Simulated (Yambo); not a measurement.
Yambo run on NaBaIrH6 (space group F-43m, No. 216). The wavefunctions are norm-conserving PBEsol (Quantum ESPRESSO, 88 Ry, no spin-orbit coupling) ones on a 2×2×2 mesh (21 occupied bands); a = b = c = 5.5473 Å, α = β = γ = 60.00°.

Yambo input:

```
rim_cut
HF_and_locXC
RandQpts= 1000000
RandGvec= 1 Ry
EXXRLvcs= 88 Ry
VXCRLvcs= 352 Ry
% QPkrange
 1 | 1 | 21 | 22 |
 2 | 2 | 21 | 22 |
 3 | 3 | 21 | 22 |
%
```

k points by index: 1 = Γ, 2 = L, 3 = X.

Resulting energies as the program prints them:

```
#    K-point    Band    Eo [eV]    Ehf [eV]    Vxc [eV]    Vnlxc [eV]
#
    1    21    0.000000    -3.966536    -18.14971    -22.11625
    1    22    4.404989    8.756227    -8.329647    -3.978409
    2    21    -0.060781    -4.018751    -18.01348    -21.97145
    2    22    4.810773    9.392445    -12.11990    -7.538224
    3    21    -0.037697    -3.996490    -17.97854    -21.93734
    3    22    3.073537    7.133986    -11.33129    -7.270842
```
Exchange alone, without screening.

Geometry of the Materials Project entry, not relaxed at this level.

The structure is a Materials Project entry; no match was found in the copy of COD used, and its stability was not checked.
